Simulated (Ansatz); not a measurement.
TeO$_{2}$:
```yaml
crystal:
  lattice:
    - [0.00000, 2.67547, 2.67547]
    - [2.67547, 0.00000, 2.67547]
    - [2.67547, 2.67547, 0.00000]
  atoms:
    - { symbol: Te, position: [0.00000, 0.00000, 0.00000] }
    - { symbol: O, position: [0.25000, 0.25000, 0.25000] }
    - { symbol: O, position: [0.75000, 0.75000, 0.75000] }
```

PBE+D3(BJ) (plane waves, PAW; program Ansatz) gives a gap of 0.82 eV without spin–orbit coupling, maximum at L, minimum on the Γ–X line, 59 % of the way from Γ.

Question: What happens when spin–orbit coupling is switched on?

Answer: The gap drops by 0.05 eV, to 0.77 eV; maximum at L, minimum on the Γ–X line, 59 % of the way from Γ.

Question: Give the electron effective mass with spin–orbit coupling.

Answer: 0.24, 0.24, 0.88 mₑ (principal values).

Question: Give the hole effective mass with spin–orbit coupling.

Answer: 0.95, 1.2, 1.2 mₑ (principal values).

Question: Give the Z2 indices of the occupied bands with spin–orbit coupling.

Answer: 0;(000).

Space group Fm-3m (fluorite). A made-up cell: these elements were put on the sites of a structure type; neither database checked (COD, Materials Project) lists it. COD files the formula under space group No. 19, 61, 92, 136, so this cell is another polymorph or a model. Its standing as an ambient phase is unchecked. The cell was relaxed with PBE+D3(BJ) under the symmetry of its start; its stability against distortions is not shown here.

Potentials: the later of the program's two PAW sets.
